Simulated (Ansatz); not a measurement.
LaSi3Rh:
```yaml
crystal:
  lattice:
    - [-2.13521, 2.13521, 4.93701]
    - [2.13521, -2.13521, 4.93701]
    - [2.13521, 2.13521, -4.93701]
  atoms:
    - { symbol: La, position: [0.99952, 0.99952, 0.00000] }
    - { symbol: Si, position: [0.41192, 0.41192, 0.00000] }
    - { symbol: Si, position: [0.26197, 0.76197, 0.50000] }
    - { symbol: Si, position: [0.76197, 0.26197, 0.50000] }
    - { symbol: Rh, position: [0.65461, 0.65461, 0.00000] }
```

Relaxed with r²SCAN. Special points in fractions of this cell's reciprocal vectors: Γ (0.000, 0.000, 0.000); X (0.000, 0.000, 0.500); P (0.250, 0.250, 0.250); N (0.000, 0.500, 0.000); M (0.500, 0.500, -0.500); S (0.297, 0.703, -0.297); S0 (-0.297, 0.297, 0.297); R (-0.094, 0.094, 0.500); G (0.500, 0.500, -0.094).

List the band energies nearest the Fermi level at these points for r²SCAN (plane waves, PAW; program Ansatz).

In eV from the Fermi level; about four levels below and three above (degenerate sets whole), none deeper than 8.9 eV; points with the same levels are listed once.

| k | below | above |
|---|---|---|
| Γ | -3.16 -2.68 -1.82 -1.82 | 0.22 0.22 1.32 |
| X | -2.82 -2.79 -2.32 -1.95 | 2.12 2.31 2.50 |
| P | -2.96 -2.61 -2.61 -2.01 | 1.55 2.38 2.38 |
| N | -2.27 -1.39 -0.58 -0.02 | 1.65 1.92 2.51 |
| M | -2.62 -2.62 -2.37 -0.16 | 0.88 0.88 1.62 |
| S | -2.68 -2.13 -1.30 -0.33 | 0.59 1.92 2.26 |
| R | -2.71 -2.40 -2.26 -1.65 | 1.87 2.30 2.39 |

Space group I4mm. The first step of the workflow began from a Materials Project structure, measured or hypothetical; the Crystallography Open Database copy checked does not list it. Its standing as an ambient phase is unchecked. Symmetry was held in the r²SCAN relaxation; whether a distortion lowers the energy is not shown. No spin polarisation was allowed. Spin–orbit coupling is left out wherever it is not named.

Potentials: the later of the program's two PAW sets.
